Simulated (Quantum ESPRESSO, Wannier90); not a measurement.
# Wannier functions of CsI (rock salt)

```
begin unit_cell_cart
ang
    0.0000000000    3.9050800000    3.9050800000
    3.9050800000    0.0000000000    3.9050800000
    3.9050800000    3.9050800000    0.0000000000
end unit_cell_cart
begin atoms_frac
Cs   0.0000000000  0.0000000000  0.0000000000
I    0.5000000000  0.5000000000  0.5000000000
end atoms_frac
```

Cell from Materials Project (mp-614603), symmetrised, no further relaxation. Not found in the COD (Crystallography Open Database) copy used, which has the formula in other groups; not checked further. Computed values, not measurements, from PBEsol: Quantum ESPRESSO (norm-conserving PseudoDojo potentials, cutoff 56 Ry, no spin polarisation, no spin-orbit coupling) on a Γ-centred 8×8×8 mesh, then Wannier90. Density: 8×8×8 mesh, cold smearing 0.01 Ry. Spin-orbit coupling is left out although heavy elements are present.

Bands 6-8 form an isolated set from -0.78 to 0.00 eV relative to the valence-band maximum (on the path) and are turned into 3 Wannier functions by minimising the spread from the start: atomic waves I 5p.

Where do the functions sit, how wide are they and what are they made of?


```json
[
 {"functions": "3", "spread (Å²)": "2.67", "nearest atom, distance (Å)": "I 0.00", "second atom, distance (Å)": "Cs 3.91", "weight on atomic waves": "I 5p 94 %"}
]
```

Ω_I = 7.98 Å², Ω_total = 8.00 Å²; the interpolated bands follow pw.x to 0.0 meV rms on the path. Only this start was tried; a symmetric start can stop on a saddle, and mixtures of these functions could lower the total by at most Ω_total − Ω_I.
